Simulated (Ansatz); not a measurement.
The elements of this relaxed trial crystal are hidden behind letters.

```
lattice vectors (Å)
   6.7065    0.0000    0.0000
  -3.3533    5.8080    0.0000
   0.0000    0.0000    5.4557
fractional positions
X 0.0000 0.0000 0.5000
X 0.5000 0.0000 0.0000
X 0.0000 0.5000 0.0000
X 0.5000 0.5000 0.0000
Z 0.3333 0.6667 0.5000
Z 0.6667 0.3333 0.5000
Z 0.0000 0.0000 0.0000
```

All numbers below come from Ansatz 0.2.0, DFT PBE, scalar-relativistic, plane waves, PAW. Settings of the last relaxation (7-atom cell): 420 eV, 6×6×8 k points, Gaussian smearing of 0.10 eV, no spin polarisation.

| Property | Result |
| --- | --- |
| Space group | P6/mmm (No. 191) |
| Conventional cell | a = 6.707 Å, c = 5.456 Å |
| Volume per atom | 30.36 Å³ |
| Density | 2.79 g/cm³ |
| Energy over the elements | +0.04 eV/atom |
| Gap on the 6×6×8 mesh of the 7-atom cell | 0 eV (a metal) |

Energies are uncorrected and count from the elements' standard states at the same level.

Question: X is an s-block element of period 4 and Z is a d-block element of period 4. Which elements are they?

Answer: X = Ca, Z = Zn, so the formula is Ca4Zn3. Density times volume gives a mean mass of 2.79 × 30.36/1.6605 = 51.0 u per atom, and this set has 50.9 u. Among the elements that the hints allow, noble gases aside, only these give it. Around Ca on a site of symmetry 6/mmm lie 2 Zn at 2.73 Å and 6 Zn at 3.87 Å; around Ca on a site of symmetry mmm lie 6 Zn at 3.35 Å and 4 Ca at 3.35 Å; around Zn on a site of symmetry -6m2 lie 6 Ca at 3.35 Å, 3 Ca at 3.87 Å and 3 Zn at 3.87 Å; 1 more site not described.

A structure relaxed within its symmetry needn't be a true minimum.
